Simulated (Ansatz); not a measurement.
Hf$_{2}$SiN (P6_3/mmc), relaxed with PBE (Ansatz, a program for electronic structure, plane waves, PAW): a = b = 3.2196 Å, c = 13.3281 Å, α = β = 90.00°, γ = 120.00°.

| Quantity | Value |
|---|---|
| ΔH_f (eV/atom) | -1.07 |
| B₀ by P(V) fit (GPa) | 174 |

**Question.** The same phase is relaxed and computed with r²SCAN in the same code. What are the cell and these values now?

**Answer.** a = b = 3.2025 Å, c = 13.2867 Å, α = β = 90.00°, γ = 120.00°.

* **ΔH_f (eV/atom)**: -1.17
* **B₀ by P(V) fit (GPa)**: 184

Typed or built starts, not in the databases checked: Hf2SiN, P6_3/mmc (Si on 2d, Hf on 4f, N on 2a). All cells were relaxed under the symmetry of their starts (and spin orders); stability against distortions was not tested throughout. Rows with no word on spin ran without spin polarisation. Scalar-relativistic: spin–orbit coupling is off unless named, which matters more the heavier the elements.

Potentials: the earlier of the program's two PAW sets.

Ansatz is a plane-wave DFT program.

Formation energies count from the lowest solids of the elements computed at the same level, not from gases.
